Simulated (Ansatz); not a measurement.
The start is a relaxed Pt cell, doubled along one cell vector, shaken by Gaussian noise of σ = 0.08 Å a coordinate. The cell and all atomic positions are relaxed at zero pressure with PBE (plane waves to 420 eV, PAW, scalar-relativistic; Ansatz, a program for electronic structure). The first steps use a coarse 8×15×13 k-mesh.

Initial structure:
```
CELL_PARAMETERS angstrom
     -3.39908     3.39908     2.73790
      1.69954    -1.69954     1.36895
      1.69954     1.69954    -1.36895
ATOMIC_POSITIONS crystal
  Pt 0.99567 0.03455 0.04291
  Pt 0.50431 0.99325 0.00472
```

| Property | Value |
|---|---|
| Largest initial force | 1.01 eV/Å, on Pt1, Pt2 (atoms numbered as listed) |
| Optimiser moves | 9 |

Final values are on a 22×22×22 k-mesh of the relaxed cell. No spin polarisation in the result.

The run could not lose the symmetry of its start, so the end can be a saddle point.

The relaxed structure here is a generated cell of Pt: the first start was made by placing the elements on the sites of a structure type, and the end was not matched to a known phase here, so it may be hypothetical. Known forms of Pt include space group No. 225.
